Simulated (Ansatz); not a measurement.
ZrN:
```
ZrN
1.0
    0.00000     2.29726     2.29726
    2.29726     0.00000     2.29726
    2.29726     2.29726     0.00000
N Zr
1 1
Cartesian
  0.00000   0.00000   0.00000
  2.29726   2.29726   2.29726
```

Relaxed with PBE.

Q: Which orbitals make up the states near the Fermi level in the program Ansatz at the PBE level (PAW)?

A: Within 0.5 eV of the Fermi level: Zr 4d 78 %, N 2p 18 %. Projections are on Löwdin-orthogonalised atomic valence shells; empty p or d shells of many metals are not among them.

Q: Tabulate the density of states.

A: States/eV per cell of 2 atoms, in 0.25 eV bins, energy from the Fermi level.

```csv
E (eV),total,Zr 4d,N 2p,Zr 5s
-7.85,0.00,0.00,0.00,0.00
-7.60,0.06,0.02,0.03,0.01
-7.35,0.23,0.08,0.11,0.02
-7.10,0.39,0.13,0.20,0.04
-6.85,0.62,0.20,0.33,0.06
-6.60,1.03,0.31,0.56,0.10
-6.35,1.10,0.32,0.63,0.11
-6.10,1.22,0.32,0.73,0.12
-5.85,0.96,0.24,0.59,0.08
-5.60,1.33,0.41,0.82,0.06
-5.35,2.50,0.83,1.57,0.04
-5.10,2.81,0.86,1.82,0.02
-4.85,4.00,1.13,2.65,0.01
-4.60,2.54,0.76,1.66,0.01
-4.35,1.60,0.51,1.04,0.00
-4.10,1.23,0.37,0.82,0.00
-3.85,0.97,0.26,0.68,0.00
-3.60,0.78,0.17,0.58,0.00
-3.35,0.43,0.06,0.35,0.00
-3.10,0.15,0.02,0.13,0.00
-2.85,0.12,0.04,0.08,0.00
-2.60,0.11,0.06,0.04,0.00
-2.35,0.15,0.10,0.05,0.00
-2.10,0.20,0.13,0.06,0.00
-1.85,0.24,0.17,0.07,0.00
-1.60,0.29,0.21,0.08,0.00
-1.35,0.34,0.25,0.08,0.00
-1.10,0.39,0.29,0.09,0.00
-0.85,0.45,0.34,0.10,0.00
-0.60,0.51,0.39,0.10,0.00
-0.35,0.60,0.47,0.11,0.00
-0.10,0.66,0.51,0.12,0.01
0.15,0.70,0.55,0.13,0.01
0.40,0.74,0.58,0.13,0.01
0.65,0.80,0.62,0.14,0.01
0.90,0.85,0.67,0.14,0.01
1.15,0.82,0.65,0.12,0.01
1.40,0.91,0.73,0.14,0.01
1.65,0.97,0.79,0.14,0.01
1.90,1.03,0.85,0.13,0.01
2.15,1.24,1.02,0.16,0.01
2.40,1.41,1.16,0.19,0.02
2.65,1.69,1.39,0.22,0.02
2.90,2.33,1.91,0.31,0.03
3.15,2.41,1.99,0.29,0.04
3.40,1.94,1.61,0.20,0.04
3.65,1.79,1.48,0.18,0.05
3.90,1.73,1.39,0.17,0.06
4.15,1.95,1.57,0.17,0.07
4.40,1.81,1.40,0.15,0.08
4.65,1.32,0.80,0.15,0.10
```

Space group Fm-3m (rock salt). The PBE relaxation kept the symmetry of its start; of distortions, only those at the zone centre were tested. No spin polarisation was allowed. With an odd number of electrons in the cell and no spin polarisation, the count alone makes it a metal. Spin–orbit coupling is left out wherever it is not named.

Potentials: the later of the program's two PAW sets.
